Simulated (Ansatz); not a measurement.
This cell of Rh (fcc, Cu type) is off equilibrium:

```yaml
crystal:
  lattice:
    - [3.83026, 0.00000, 0.00000]
    - [0.00000, 3.83026, 0.00000]
    - [0.00000, 0.00000, 3.83026]
  atoms:
    - { symbol: Rh, position: [0.92864, 0.00000, 0.92864] }
    - { symbol: Rh, position: [0.50000, 0.50000, 0.00000] }
    - { symbol: Rh, position: [0.50000, 0.00000, 0.50000] }
    - { symbol: Rh, position: [0.00000, 0.50000, 0.50000] }
```

Method: PBE (plane waves to 420 eV, PAW, scalar-relativistic; Ansatz, a program for electronic structure). k mesh 10×10×10 (Γ-centred), Fermi-Dirac smearing 0.05 eV. E stands for the smeared free energy. Compression counts positive. With partly filled bands, energies and forces of such displacements shift with the k mesh and the smearing. Rh is run without spin polarisation. Rh was relaxed with its symmetry unable to fall. The PAW data are Ansatz's earlier set.

Q: Predict the force on every atom, in eV/Å.

A: 
| atom | Fx | Fy | Fz |
|---|---|---|---|
| Rh1 | 3.719 | 0.000 | 3.719 |
| Rh2 | -1.350 | 0.000 | -0.224 |
| Rh3 | -2.144 | 0.000 | -2.144 |
| Rh4 | -0.224 | 0.000 | -1.350 |

Q: What is the stress tensor (GPa)?

A: 
```
   11.5      0.0      8.1
    0.0      8.3      0.0
    8.1      0.0     11.5
```
The pressure, a third of the trace, is 10.4 GPa.

Q: In it atom 1 sits (-0.273, 0.000, -0.273) Å away from its relaxed site. What is its energy relative to the relaxed cell?

A: 909 meV/cell.

(A displaced cell: forces are minus the slopes of the energy, force constants its curvatures, and phonons follow from these.)
